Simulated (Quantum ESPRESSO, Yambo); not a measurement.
Levels of theory for the gap of PtS2

PtS₂ (CdI2 type, space group P-3m1, No. 164): one geometry, one set of PBEsol (pw.x of Quantum ESPRESSO, ONCV potentials, scalar-relativistic) orbitals, self-energies from Yambo (6×6×4 Γ-centred k mesh, bands 5 to 116 and a 8 Ry block in the screening, 116 bands in G with the Bruneval-Gonze terminator, plasmon pole fitted at 27.2 eV).

The geometry is that of Materials Project entry mp-762, symmetrised and not relaxed again.

| level | gap (0, 0.167, 0.25) → (0, 0.333, 0.25) (eV) | direct gap at (0, 0.167, 0.25) (eV) | rough Yambo cost |
|---|---|---|---|
| PBEsol (Quantum ESPRESSO) | 1.26 | 1.58 | – |
| exchange only (Hartree-Fock self-energy on PBEsol orbitals) | 7.03 | 7.27 | about 1/20 (14 states) |
| static COHSEX@PBEsol | 2.42 | 2.69 | within a factor of two (3 states) |
| G0W0@PBEsol, plasmon pole | 2.00 | 2.31 | 1 (14 states) |

Bare exchange has no screening and gives the widest gap; static COHSEX screens it but leaves out the frequency dependence, which G0W0 restores. The mesh misses a band edge: along a dense path the PBEsol gap is 1.15 eV against 1.26 eV on the mesh. All rows use the PBEsol edge points; in the exchange only run other k points give a smaller gap, 6.67 eV.

Costs are rough ratios of core time on shared machines.

Nearest settings tried, and what they do to the gap: 75 bands in W, 75 bands in G: -4 meV; 3 Ry block (37 vectors against 159): -127 meV. Not varied: mesh. So the settings aren't converged at that level.

Without spin-orbit coupling, band edges of such heavy elements can be off by tenths of an eV.

The distance between layers or molecules is the database entry's, not relaxed here. Functionals without dispersion can leave it too large, which widens gaps and weakens the response across layers: the numbers belong to this cell.
